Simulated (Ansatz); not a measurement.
VPt$_{3}$:
```xyz
4
Lattice="1.3731 0.7927 9.0305 -1.3731 0.7927 9.0305 0.0000 -1.5855 9.0305" Properties=species:S:1:pos:R:3 pbc="T T T"
V      0.0000     0.0000     0.0000
Pt     0.0000     0.0000     6.9401
Pt     0.0000     0.0000    20.1514
Pt     0.0000     0.0000    13.5457
```

Relaxed with r²SCAN.

Question: Give the Bader charges and basin volumes of the independent atoms, plane-wave PAW r²SCAN (Ansatz code).

Answer: 

```json
[
 {"atom": "V1", "Bader charge (e)": "+1.03", "Bader volume (Å³)": "10.0"},
 {"atom": "Pt2", "Bader charge (e)": "-0.45", "Bader volume (Å³)": "16.4"},
 {"atom": "Pt4", "Bader charge (e)": "-0.12", "Bader volume (Å³)": "16.1"}
]
```

Space group R-3m. The workflow started from a Materials Project entry (that database holds measured and hypothetical structures alike); the Crystallography Open Database copy checked does not list it. COD files the formula under space group No. 139, 221. Its standing as an ambient phase is unchecked. The r²SCAN relaxation kept the symmetry of its start; whether a distortion lowers the energy is not shown. No spin polarisation was allowed. Spin–orbit coupling is left out wherever it is not named.

Potentials: the later of the program's two PAW sets.
